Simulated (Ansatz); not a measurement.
Os:
```
CELL_PARAMETERS angstrom
      0.00000     1.90113     1.90113
      1.90113     0.00000     1.90113
      1.90113     1.90113     0.00000
ATOMIC_POSITIONS crystal
  Os 0.00000 0.00000 0.00000
```

Relaxed with LDA. Special points in fractions of this cell's reciprocal vectors: Γ (0.000, 0.000, 0.000); X (0.500, 0.000, 0.500); U (0.625, 0.250, 0.625); K (0.375, 0.375, 0.750); L (0.500, 0.500, 0.500); W (0.500, 0.250, 0.750).

### Question
List the band energies nearest the Fermi level at these points for plane-wave PAW LDA (Ansatz code).

### Answer
In eV from the Fermi level; about four levels below and three above (degenerate sets whole), none deeper than 8.9 eV; … stands for higher levels left out; points with the same levels are listed once.

```tsv
k	below	above
Γ	-3.05 -3.05 -3.05	…
X	-7.75 -7.03	2.49 2.58 …
U	-6.65 -5.50 -2.00	0.37 2.24 …
L	-7.83 -3.22 -3.22 -0.11	…
W	-5.89 -4.21 -4.21 -0.80	3.33 …
```

Space group Fm-3m (fcc (Cu type)). The workflow started from an entry of the Crystallography Open Database (COD), which files this formula under 2 space groups. It is not the phase usual at ambient conditions (space group No. 194). The cell was relaxed with LDA under the symmetry of its start; whether a distortion lowers the energy is not shown. The run is not spin-polarised. Spin–orbit coupling is left out wherever it is not named.

Potentials: the later of the program's two PAW sets.
